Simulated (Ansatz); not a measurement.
SnRu3N (anti-perovskite, Pm-3m), a = 4.0882 Å, b = 4.0882 Å, c = 4.0882 Å, α = 90.00°, β = 90.00°, γ = 90.00°.

This is the PBE-relaxed structure.

### Question
All from the program Ansatz at the PBE level (PAW), unless another level is named. Predict the electronic character.

### Answer
metallic (no gap).

### Question
Next, the formation energy from the elements (no fitted shifts)?

### Answer
0.15 eV/atom.

### Question
Next, the gap with spin–orbit coupling?

### Answer
none (metallic).

The start of the workflow was typed in or built on a structure type; neither database checked (COD, Materials Project) lists it. Whether it is the stable phase at ambient conditions was not checked. The cell was relaxed with PBE under the symmetry of its start; its stability against distortions is not shown here. The workflow began spin-polarised and lost its moments. The volume moved by 17 % from the start of the relaxation. The references are the lowest solids computed at this level, not always the standard phases (solids in place of the gases). Spin–orbit coupling is left out wherever it is not named.

Potentials: the earlier of the program's two PAW sets.
